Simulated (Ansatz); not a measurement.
Q: FePt (L1₀ or tetragonal B2, P4/mmm) is relaxed with plane-wave PAW PBE (Ansatz code). What lattice parameters of the conventional cell result?

A: a = 2.729 Å, c = 3.763 Å.

The PBE relaxation kept the symmetry of its start. The final state is ferromagnetic, chosen from 5 collinear starts compared on coarse meshes (ties went to the first, and starts can fall back to one state), not a proven ground state. Textbook magnetic order: ferromagnetic. Axis ratios of metals converge slowly with the k-mesh, so a and c are less sure than the volume. Scalar-relativistic: spin–orbit coupling is off unless named, which matters more the heavier the elements.

Potentials: the later of the program's two PAW sets.
